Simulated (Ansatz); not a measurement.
**TiAl: from a starting cell to a relaxed one**

The start is a relaxed TiAl cell, doubled along one cell vector, shaken by Gaussian noise of σ = 0.08 Å a coordinate. Cell shape, volume and atoms are optimised at zero target pressure with PBEsol (plane waves to 420 eV, PAW, scalar-relativistic; Ansatz, a first-principles code). The first steps use a coarse 13×13×7 k-mesh.

Starting cell:
```
CELL_PARAMETERS angstrom
      1.42542     0.82296     4.63606
     -1.42542     0.82296     4.63606
      0.00000    -3.29186     9.27212
ATOMIC_POSITIONS crystal
  Al 0.95198 0.03539 0.99618
  Al 0.02966 0.00133 0.49297
  Ti 0.49539 0.54036 0.23069
  Ti 0.51899 0.49346 0.74872
```

**Question.** Which atoms feel the largest initial force, and how large is it?

**Answer.** 1.07 eV/Å, on Al1 (atoms numbered as listed).

**Question.** By how much does the energy per atom fall from start to end?

**Answer.** 0.26 eV/atom.

**Question.** Is the parent structure recovered?

**Answer.** It does not go back: it reaches P4/mmm (No. 123), AFLOW prototype AB_tP2_123_a_d (L1_0, as in CuAu), 0.22 eV/atom below the parent.

**Question.** What band gap does the relaxed structure have at this level?

**Answer.** No gap (metallic).

**Question.** What does it relax into? Give the structure.

**Answer.** 
Space group P4/mmm (No. 123); a = 2.7973 Å, b = 2.7973 Å, c = 4.0324 Å, α = 90.00°, β = 90.00°, γ = 90.00°

| atom | site | symmetry | x | y | z |
|---|---|---|---|---|---|
| Al | 1a | 4/mmm | 0.0000 | 0.0000 | 0.0000 |
| Ti | 1d | 4/mmm | 0.5000 | 0.5000 | 0.5000 |

Final values are on a 17×17×12 k-mesh of the relaxed cell. No spin polarisation in the result.

Of the parent cell (R-3m (No. 166)): it is a generated cell of TiAl: the first start was made by placing the elements on the sites of a structure type, and the end was not matched to a known phase here, so it may be hypothetical. Known forms of TiAl include space group No. 123.

The first start was generated by placing the elements on the sites of a structure type. A measured structure of TiAl has the same space group, P4/mmm (No. 123); the sites were not compared with it.
